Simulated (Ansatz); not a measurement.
# Kick test of a cell of Nb3Te8Mo

The structure comes from a generated guess, relaxed at this level; another structure or a mixture of phases may lie lower.

The calculation used Ansatz, DFT PBE, scalar-relativistic, plane waves, PAW. Cutoff 420 eV; k points 12×12×2 on the computed 12-atom cell (Γ-centred); Gaussian smearing, width 0.10 eV; no spin polarisation.

The cell below (12 atoms, space group P-6m2 (No. 187)) is relaxed within its symmetry.

```cif
data_structure
_symmetry_space_group_name_H-M 'P 1'
_symmetry_Int_Tables_number 1
_cell_length_a 3.6556
_cell_length_b 3.6556
_cell_length_c 29.2753
_cell_angle_alpha 90.000
_cell_angle_beta 90.000
_cell_angle_gamma 120.000
_cell_volume 338.80
loop_
_atom_site_label
_atom_site_type_symbol
_atom_site_fract_x
_atom_site_fract_y
_atom_site_fract_z
_atom_site_occupancy
Nb1 Nb 0.33333 0.66667 0.74870 1
Nb2 Nb 0.33333 0.66667 0.25130 1
Nb3 Nb 0.66667 0.33333 0.00000 1
Te1 Te 0.33333 0.66667 0.93659 1
Te2 Te 0.33333 0.66667 0.43947 1
Te3 Te 0.66667 0.33333 0.68537 1
Te4 Te 0.66667 0.33333 0.18790 1
Te5 Te 0.33333 0.66667 0.06341 1
Te6 Te 0.33333 0.66667 0.56053 1
Te7 Te 0.66667 0.33333 0.81210 1
Te8 Te 0.66667 0.33333 0.31463 1
Mo1 Mo 0.66667 0.33333 0.50000 1
```

For the test it was strained at random (σ = 1.5 % a component), the atoms were moved at random (σ = 0.05 Å), and all was relaxed again on a coarse 6×6×1 mesh (in the run’s order of axes) with 0.20 eV smearing, with no symmetry imposed.

Weakly bound directions are ill-defined at this level, which has no dispersion term. These runs have no spin–orbit coupling, which can matter for Te.

Task: What happens?

Result: It returns, within 1 meV/atom of the unmoved cell on that mesh and with the same symmetry when read at 0.1 Å (P1 at 0.01 Å, so small strains and shifts remain). So it is stable against the distortions that fit this cell and that this random move excites. Modes that don't fit the cell aren't tested.
